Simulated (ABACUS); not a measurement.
Set-up for a self-consistent single point of Si (P6_3/mmc, 8 atoms in the cell; from Materials Project mp-165, changed as shown).

```yaml
crystal:
  lattice:
    - [4.00252, 0.00000, 0.00000]
    - [0.00000, 6.93257, 0.00000]
    - [0.00000, 0.00000, 6.61559]
  atoms:
    - { symbol: Si, position: [0.00000, 0.33333, 0.06301] }
    - { symbol: Si, position: [0.50000, 0.16667, 0.93699] }
    - { symbol: Si, position: [0.50000, 0.16667, 0.56301] }
    - { symbol: Si, position: [0.00000, 0.33333, 0.43699] }
    - { symbol: Si, position: [0.50000, 0.83333, 0.06301] }
    - { symbol: Si, position: [0.00000, 0.66667, 0.93699] }
    - { symbol: Si, position: [0.00000, 0.66667, 0.56301] }
    - { symbol: Si, position: [0.50000, 0.83333, 0.43699] }
```

Level of theory: ABACUS with LDA (PW92), numerical atomic orbitals DZP (confined pseudo-atomic orbitals with Gaussian additions; energy shift 0.01 Ry), PseudoDojo 0.4 standard norm-conserving LDA (tails mended) pseudopotentials.

ABACUS settings:

```
key                                                                   value
---------------  ----------------------------------------------------------
basis                   DZP numerical atomic orbitals, energy shift 0.01 Ry
KPT                                                      Gamma 10 6 6 0 0 0
basis_type                                                             lcao
dft_functional                                                        PWLDA
ecutwfc                                                              100 Ry
smearing_method                                                          fd
smearing_sigma                                                0.00146997 Ry
potentials       PseudoDojo 0.4 standard norm-conserving LDA (tails mended)
symmetry                                                                  1
symmetry_prec                                                         1e-05
ks_solver                                                           genelpa
scf_nmax                                                                100
scf_thr                                                             1.0e-07
mixing_type                                                         broyden
```

Results:

```
Item                                                     Value
------------------------------------------------  ------------
Number of valence electrons                                 32
Number of bands                                             26
Number of k-points after the program's reduction            96
Size of the basis                                          104
Number of SCF iterations                                     8
Free energy E − TS                                -925.8784 eV
Top of the valence band (on the code's own zero)       4.94 eV
Gap on the k-point mesh                                0.55 eV
Pressure                                            -10.62 GPa
```

Stress (GPa, positive for compression):
```
-10.58    0.00    0.00
  0.00  -10.59    0.00
  0.00    0.00  -10.69
```

The gap is read on the k-point mesh of the run and can differ from the gap over the whole zone at this level.

For comparison: a first run was changed to give this one (lattice scaled by 1.02), and from it to this one the free energy goes up by 75.3 meV/atom, the pressure goes from -7.41 to -10.62 GPa and the gap on the mesh goes from 0.449 to 0.550 eV.

The atom-centred basis is finite, which shifts total energies, pressures and gaps against plane waves. The structure comes from a collection of computed structures, made at another level of theory; the collection holds predicted forms beside known ones. Its lattice was then scaled.

Cost on one core: around 30 core-seconds (rough).

The atomic orbitals were generated for these runs; they are not ABACUS's published sets and were checked against plane waves on a few crystals only.

“Tails mended”: in these copies of the files the far tail of each local potential was reset to the Coulomb form.
